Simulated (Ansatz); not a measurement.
Ir (fcc, Cu type)

```yaml
crystal:
  lattice:
    - [3.83048, 0.00000, 0.00000]
    - [0.00000, 3.83048, 0.00000]
    - [0.00000, 0.00000, 3.83048]
  atoms:
    - { symbol: Ir, position: [0.00000, 0.00000, 0.00000] }
    - { symbol: Ir, position: [0.50000, 0.50000, 0.00000] }
    - { symbol: Ir, position: [0.50000, 0.00000, 0.50000] }
    - { symbol: Ir, position: [0.00000, 0.50000, 0.50000] }
```

In this cell atom 2 (Ir, nearest neighbour Ir at 2.709 Å; its periodic images, 3.8 Å or more away, move with it) is moved by u·(0.707, 0.707, 0.000) + v·(0.000, 0.000, 1.000); the rest is frozen.

These are PBEsol (plane waves to 420 eV, PAW, scalar-relativistic; Ansatz, an electronic-structure program) values and carry that method's errors. k mesh 10×10×10 (Γ-centred), Fermi-Dirac smearing 0.05 eV. The energy includes the smearing's −TS. Stress and pressure are positive under compression. With partly filled bands, energies and forces of such displacements shift with the k mesh and the smearing. Ir is run without spin polarisation. Ir was relaxed with its symmetry unable to fall. Spin-orbit coupling is left out, though Ir is heavy. ΔE is measured from the undisplaced structure. Axes are in Å.

ΔE (eV/cell), with u across and v down:

```
v \ u   -0.410  -0.273  -0.137  0.000  0.137  0.273  0.410
------  ------  ------  ------  -----  -----  -----  -----
-0.410   3.397   2.244   1.569  1.344  1.569  2.244  3.397
-0.273   2.295   1.301   0.746  0.565  0.746  1.301  2.295
-0.137   1.686   0.770   0.287  0.138  0.287  0.770  1.686
0.000    1.493   0.599   0.139  0.000  0.139  0.599  1.493
0.137    1.686   0.770   0.287  0.138  0.287  0.770  1.686
0.273    2.295   1.301   0.746  0.565  0.746  1.301  2.295
0.410    3.397   2.244   1.569  1.344  1.569  2.244  3.397
```

P (GPa), with u across and v down:

```tsv
v \ u	-0.410	-0.273	-0.137	0.000	0.137	0.273	0.410
-0.410	37.5	25.9	19.0	16.7	19.0	25.9	37.5
-0.273	26.3	15.6	9.4	7.3	9.4	15.6	26.3
-0.137	19.8	9.5	3.7	1.8	3.7	9.5	19.8
0.000	17.6	7.5	1.8	-0.1	1.8	7.5	17.6
0.137	19.8	9.5	3.7	1.8	3.7	9.5	19.8
0.273	26.3	15.6	9.4	7.3	9.4	15.6	26.3
0.410	37.5	25.9	19.0	16.7	19.0	25.9	37.5
```

What the scan shows:

Principal force constants in the plane (five-point differences of the forces): 14.6 eV/Å², isotropic. Centre of the map: a minimum. Lowest place on the grid: u = 0.000 Å, v = 0.000 Å (0 meV/cell). Highest place on the grid, met at several equal points: u = -0.410 Å, v = -0.410 Å; u = 0.410 Å, v = -0.410 Å; u = -0.410 Å, v = 0.410 Å; u = 0.410 Å, v = 0.410 Å (3397 meV/cell).

(For displaced atoms, the force is minus the slope of the energy, and its curvature is a force constant, which sets phonon frequencies.)
